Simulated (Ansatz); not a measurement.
A relaxed cell of TiSn₃O₈ is given with its symmetry left out. The cell was found from a structure generator's guess, not taken from experiment.

The calculation used Ansatz, DFT PBE, scalar-relativistic, plane waves, PAW. Cutoff 420 eV, Γ-centred mesh, Gaussian smearing, no spin polarisation.

```xyz
12
Lattice="3.3757 -3.3817 0.0000 3.3757 3.3817 0.0000 0.0000 0.0000 6.3603" Properties=species:S:1:pos:R:3 pbc="T T T"
Ti    0.0000    0.0000    3.1801
Sn    3.3757    0.0000    4.7403
Sn    3.3757    0.0000    1.6200
Sn    0.0000    0.0000    0.0000
O     2.0671    0.0000    0.0000
O     2.0049    0.0000    3.1801
O     3.3757    2.0993    4.6962
O     3.3757    2.0993    1.6641
O     3.3757   -2.0993    4.6962
O     3.3757   -2.0993    1.6641
O     4.6842    0.0000    0.0000
O     4.7464    0.0000    3.1801
```

Energies over the elements count from the elements' standard structures at the same level (O₂ as a molecule), with no fitted energy shifts. The references include grey tin.

(1) What space group does it have?

(2) How far does it lie from the elements in energy?

(3) Is it a metal?

Results:

(1) Cmmm (No. 65), with Ti and Sn ordered on rutile sites. Conventional cell: a = 6.751 Å, b = 6.763 Å, c = 6.360 Å. Ti is surrounded by 6 O at 1.99–2.00 Å and 2 Sn at 3.18 Å; Sn on a site of symmetry mm2 is surrounded by 6 O at 2.08–2.10 Å; around Sn on a site of symmetry mmm lie 6 O at 2.07–2.10 Å and 2 Ti at 3.18 Å; O on a site of symmetry 2mm has 3 Sn at 2.07–2.08 Å; 2 more sites not described.

(2) −1.941 eV/atom. Whether it is stable depends on the other phases of the system, which aren't compared here.

(3) No, the gap on the 6×6×4 mesh is 1.76 eV.

The last run used a 6×6×4 mesh (in the run's order of axes) for its 12-atom cell and Gaussian smearing of 0.02 eV. Kohn–Sham gaps at this level usually fall short of measured ones. A later test with randomly moved atoms came back to the same energy, though modes that don't fit the test's cell weren't probed.
